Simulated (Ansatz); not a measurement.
LaC:
Space group Fm-3m (No. 225); a = b = c = 5.3496 Å, α = β = γ = 90.00°

```tsv
atom	site	symmetry	x	y	z
La	4a	m-3m	0.0000	0.0000	0.0000
C	4b	m-3m	0.5000	0.5000	0.5000
```
(The calculation used a cell of 2 atoms; values per cell refer to that cell.)

Relaxed with PBEsol.

Task: Decompose the optical modes at the zone centre into irreducible representations, and say which are infrared and Raman allowed.

Result: Point group m-3m: Γ_opt = T1u. Infrared: T1u. Raman: none.

Task: Assign frequencies (DFPT, the program Ansatz at the PBEsol level (PAW)).

Result: T1u 160i cm⁻¹.

The start of the workflow was typed in or built on a structure type; neither database checked (COD, Materials Project) lists it. Its standing as an ambient phase is unchecked. Symmetry was held in the PBEsol relaxation. At this level the phase is dynamically unstable (imaginary phonons). Its formation energy is positive at this level, so the cell may be metastable or incomplete. As this level gives no gap, phonon frequencies hold no LO–TO term and depend on the k-mesh and smearing (Fermi–Dirac, 0.1 eV here). Scalar-relativistic: spin–orbit coupling is off unless named, which matters more the heavier the elements.

Potentials: the earlier of the program's two PAW sets. The files were generated under PBE; for other functionals the program regenerates the frozen cores, and for LDA and PBEsol the local potential too.
